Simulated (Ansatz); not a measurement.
The start is a randomly generated symmetric cell of Sb (space group No. 65). A full variable-cell relaxation at zero pressure is run with PBE (plane waves to 420 eV, PAW, scalar-relativistic; Ansatz, a first-principles code). The first steps use a coarse 12×12×12 k-mesh.

The start:
```
CELL_PARAMETERS angstrom
      1.35788    -4.37185     0.00000
      1.35788     4.37185     0.00000
      0.00000     0.00000     2.74888
ATOMIC_POSITIONS crystal
  Sb 0.50000 0.50000 0.50000
```

Problem. How large is the pressure on the unrelaxed cell, and of which sign?

Solution. +12.8 GPa (positive: the cell is compressed).

Problem. How much energy is released per atom?

Solution. About 0.69 eV/atom.

Problem. How does the volume per atom move from start to end?

Solution. -10.7 %, from 32.64 to 29.15 Å³/atom.

Problem. What does it relax into? Give the structure.

Solution. 
Space group P6/mmm (No. 191); a = 3.283 Å, b = 3.283 Å, c = 3.122 Å, α = 90.00°, β = 90.00°, γ = 120.00°

| atom | site | symmetry | x | y | z |
|---|---|---|---|---|---|
| Sb | 1b | 6/mmm | 0.0000 | 0.0000 | 0.5000 |

Final values are on a 16×16×15 k-mesh of the relaxed cell. No spin polarisation in the result. The relaxed primitive cell holds an odd number of electrons. A magnetic state may lie lower.

The run could not lose the symmetry of its start, so the end can be a saddle point.

The relaxed structure here is a generated cell of Sb: the first start was made by a random draw of sites in a space group, and the end was not matched to a known phase here, so it may be hypothetical. Known forms of Sb include space group No. 166.
